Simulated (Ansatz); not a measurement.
# Co: from a starting cell to a relaxed one

The start is a relaxed Co cell, doubled along one cell vector, shaken by Gaussian noise of σ = 0.08 Å a coordinate. The structure is fully relaxed (lattice and positions, P = 0) with PBE (plane waves to 420 eV, PAW, scalar-relativistic; Ansatz, a quantum-chemistry and plane-wave program). The first steps use a coarse 8×15×8 k-mesh.

The start:
```yaml
crystal:
  lattice:
    - [4.98782, 0.00000, 0.00000]
    - [-1.24696, 2.15979, 0.00000]
    - [0.00000, 0.00000, 4.03169]
  atoms:
    - { symbol: Co, position: [0.35318, 0.34702, 0.75443] }
    - { symbol: Co, position: [0.81972, 0.28214, 0.75938] }
    - { symbol: Co, position: [0.18171, 0.67941, 0.25708] }
    - { symbol: Co, position: [0.70229, 0.65578, 0.25089] }
```
Spin-polarised start, with parallel moments on Co.

**Question.** Which atoms feel the largest initial force, and how large is it?

**Answer.** 1.23 eV/Å, on Co2 (atoms numbered as listed).

**Question.** How much energy is released per atom?

**Answer.** 0.04 eV/atom.

**Question.** How do the shortest distances between atoms change?

**Answer.** The closest pairs of elements (up to four, under 3.6 Å), start → end: Co–Co 2.33 → 2.48 Å.

**Question.** What band gap does the relaxed structure have at this level?

**Answer.** Zero (metallic).

**Question.** What magnetic moments remain?

**Answer.** Net 1.61 μB/atom, ferromagnetic.

Final values are on a 21×21×12 k-mesh of the relaxed cell. Spin state reached: ferromagnetic (net 1.61 μB/atom), from parallel starting moments; other spin orders were not run from this start.
